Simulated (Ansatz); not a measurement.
Rh (fcc, Cu type)

```
CELL_PARAMETERS angstrom
      0.00000     1.90006     1.90006
      1.90006     0.00000     1.90006
      1.90006     1.90006     0.00000
ATOMIC_POSITIONS crystal
  Rh 0.00000 0.00000 0.00000
```

The slice is a {111} plane (indices of the conventional cell) through the point (0.000, 0.000, 0.000) (fractional), spanned by u = [100] and v = [-1 2 0] in vectors of this cell: u (2.69 Å) and v (4.65 Å, at 90° to u). It covers one period; positions are fractions (u, v).

All values below come from r2SCAN (plane waves to 500 eV, PAW, scalar-relativistic; Ansatz, a program for electronic structure). k mesh 21×21×21. Near the nuclei the fields are pseudised (PAW); where an atom keeps semicore shells as valence, they peak there. Rh is run without spin polarisation. Rh was relaxed with its symmetry unable to fall. The PAW data are Ansatz's earlier set.

### Question
What is the valence density on the shortest Rh–Rh line in this plane (2.69 Å), at its midpoint?

### Answer
0.37 e/Å³.

### Question
What is the ELF at the midpoint of the shortest Rh–Rh line in this plane (2.69 Å)?

### Answer
0.26.

### Question
Predict the map of the electron localisation function (ELF) on the slice.

### Answer
```
|xxxx@@**::  ..  ::**@@xx|
|xx@@%%==    ..    ==%%@@|
|##**==..    ..    ..==**|
|::..      ......      ..|
|      ..          ..    |
|....      ..::..      ..|
|..    ..==**##**==..    |
|..    ==%%@@xx@@%%==    |
|..  ::**@@xxxxxx@@**::  |
|..  --##xxxxxxxxxx##--  |
|..  ::**@@xxxxxx@@**::  |
|..    ==%%@@xx@@%%==    |
|..    ..==**##**==..    |
|....      ..::..      ..|
|      ..          ..    |
|::..      ......      ..|
|##**==..    ..    ..==**|
|xx@@%%==    ..    ==%%@@|
|xxxx@@**::  ..  ::**@@xx|
|xxxxxx##--  ..  --##xxxx|
```
Scale: ten equal steps from 0.21 (start of ' ') to 0.66 (end of '@'), in the order ' .:-=+*#%@'. Values: electron localisation function (ELF). The map has 12 points along u (two characters each, u = 0 at the left) and 20 along v (v = 0 in the bottom row). Points within 0.5 Å of a nucleus are blanked (x), as the pseudised field means little there.
